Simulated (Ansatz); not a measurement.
Input and command of a calculation in Ansatz (plane waves; scalar-relativistic PAW potentials unless the input names others):

```yaml
crystal:
  lattice:
    - [-3.1414322132, 0.0, 0.0]
    - [-1.5707161066, -2.7205601009, 0.0]
    - [0.0, 0.0, 17.078819508]
  atoms:
    - { symbol: Mo, position: [0.3333333333, 0.3333333333, 0.1841289368] }
    - { symbol: Mo, position: [0.6666666667, 0.6666666667, 0.5523868103] }
    - { symbol: S, position: [0.3333333333, 0.3333333333, 0.4610985131] }
    - { symbol: S, position: [0.6666666667, 0.6666666667, 0.0928406396] }
    - { symbol: S, position: [0.3333333333, 0.3333333333, 0.6436751074] }
    - { symbol: S, position: [0.6666666667, 0.6666666667, 0.2754172339] }
kpoints:
  mp_grid: { grid: [10, 10, 2] }
hamiltonian:
  xc: pbesol
scf:
  occupations: { method: gaussian, width: 0.05 }
  mixing: { algorithm: anderson, beta: 0.9 }
output:
  forces: true
  eigenvalues: true
  stress: true
accuracy: medium
```

```bash
ansatz run input.yaml --threads 2 --pin off --max-ram 5120MiB --backend cpu --events-out ev --progress --plain --runs-dir out
```

Abridged log:
```
Pseudopotentials: kind: paw
Pseudopotential: Mo, paw, valence charge 14, recommended cutoff 420 eV (normal)
Pseudopotential: S, paw, valence charge 6, recommended cutoff 420 eV (normal)
Functional definition: PBEsol
Crystal: 6 atoms, lattice volume = 145.963 Å³
Basis set: ecut = 420 eV, 2841 PW (Γ), exchange–correlation on 48×48×240 points (8 copies of the dense FFT grid, shifted against one another)
Bands: 32, of which v1, the nominal top of the filled ones, is band 26 counted from 1 (25 counted from 0)
Symmetry: 12 space group operations
Space group: P-3m1 (ITA 164), of the structure as read, at distance tolerance 5.3e-5 Å
k-points: 28 of 200
Initial density: superposition of atomic densities (neutral atoms: chi_scale 0, normalization atom), corrected by the library's trained network
Initial wavefunctions: pseudopotential atomic-orbital guess
Functional: x = pbesol(κ = 0.804, μ = 0.12345679), c = pbesol(β = 0.046)
SCF iter   1: F=—  HF=-13340.314197 eV  |F-HF|=—  |Δ(HF+E_count)|=         —  Δρ=6.31e-3  dr2=1.13e-1  ethr=1.77e-3  ⟨swp⟩=8.6  Hψ=4605  notcnv=0
SCF iter   2: F=—  HF=-13340.845401 eV  |F-HF|=—  |Δ(HF+E_count)|=   5.31e-1  Δρ=1.98e-2  dr2=5.32e0  ethr=2.18e-4  ⟨swp⟩=4.1  Hψ=2308  notcnv=0  defer=51  κ⁻¹=1.0e0(r=1)
SCF iter   3: F=—  HF=-13340.337174 eV  |F-HF|=—  |Δ(HF+E_count)|=   5.08e-1  Δρ=5.25e-3  dr2=2.04e-1  ethr=2.18e-4  ⟨swp⟩=4.4  Hψ=2497  notcnv=0  defer=39  κ⁻¹=4.6e-2(r=2)
SCF iter   4: F=—  HF=-13340.316637 eV  |F-HF|=—  |Δ(HF+E_count)|=   2.05e-2  Δρ=2.23e-3  dr2=2.55e-2  ethr=2.18e-4  ⟨swp⟩=3.0  Hψ=1442  notcnv=0  defer=38  κ⁻¹=4.6e-3(r=3)
SCF iter   5: F=—  HF=-13340.313144 eV  |F-HF|=—  |Δ(HF+E_count)|=   3.49e-3  Δρ=3.15e-4  dr2=2.84e-4  ethr=4.91e-5  ⟨swp⟩=2.0  Hψ=1273  notcnv=0  defer=38  κ⁻¹=6.2e-4(r=4)
SCF iter   6: F=—  HF=-13340.313047 eV  |F-HF|=—  |Δ(HF+E_count)|=   9.64e-5  Δρ=1.15e-4  dr2=3.65e-5  ethr=5.47e-7  ⟨swp⟩=3.6  Hψ=2011  notcnv=0  defer=38  κ⁻¹=5.3e-5(r=5)
SCF iter   7: F=—  HF=-13340.312954 eV  |F-HF|=—  |Δ(HF+E_count)|=   9.32e-5  Δρ=1.64e-5  dr2=6.72e-7  ethr=7.02e-8  ⟨swp⟩=2.1  Hψ=1369  notcnv=0  defer=38  κ⁻¹=8.0e-7(r=6)
SCF iter   8: F=-13340.312954 eV  HF=-13340.312954 eV  |F-HF|=1.39e-8  |Δ(HF+E_count)|=   1.18e-7  Δρ=3.10e-6  dr2=1.88e-8  ethr=1.92e-10  ⟨swp⟩=11.9  Hψ=4729  notcnv=0
SCF 1 converged in 8 iterations: F = -13340.312954 eV  dr2 = 1.88e-8
SCF converged after 8 iterations
Stability not checked: this state was not tested for a lower state beside it, because the mixer in use, unlike msr1, does not test its closes by its own steps (another_mixer; see scf.mixing.algorithm and scf.lower_state_search)
Free energy (F): -13340.312954 eV
Harris-Foulkes:  -13340.312954 eV  (|F-HF|=1.39e-8)
Internal energy: -13340.312954 eV  (E = F + TS)
E sigma→0 (E₀):  -13340.312954 eV
Fermi energy:    6.932484 eV
--- Forces (eV/Å), atoms counted from 1 ---
  atom   1  Mo     0.00000000     0.00000000    -0.02222444
  atom   2  Mo     0.00000000     0.00000000     0.02222444
  atom   3  S      0.00000000     0.00000000    -0.00118282
  atom   4  S      0.00000000     0.00000000     0.02176953
  atom   5  S      0.00000000     0.00000000    -0.02176953
  atom   6  S      0.00000000     0.00000000     0.00118282
--- Stress (GPa, compression-positive) ---
       -0.055629       0.000000       0.000000
        0.000000      -0.055629       0.000000
        0.000000       0.000000      -0.076716
  P = ⅓ Tr σ = -0.0627 GPa (-0.627 kbar)
```

Apart from outputs and empty bands, the input differs from a reference run on usual settings in scf.mixing.algorithm: not typed → "anderson"; scf.mixing.beta: not typed → 0.9; accuracy: not typed → "medium"; basis.ecutwfc: 420 → not typed. The reference, at the same geometry (not necessarily relaxed), gave pressure -0.06 GPa, largest force 0.022 eV/Å, gap on the mesh 1.44 eV. This run converged in 8 SCF iterations (reference: 9) with an energy at zero smearing within 0.01 meV/atom of the reference's, pressure -0.06 GPa, largest force 0.022 eV/Å, gap on the mesh 1.44 eV.

Time: 3.5 s on 2 threads of Arm Neoverse V2 (shared host), peak memory 0.45 GiB.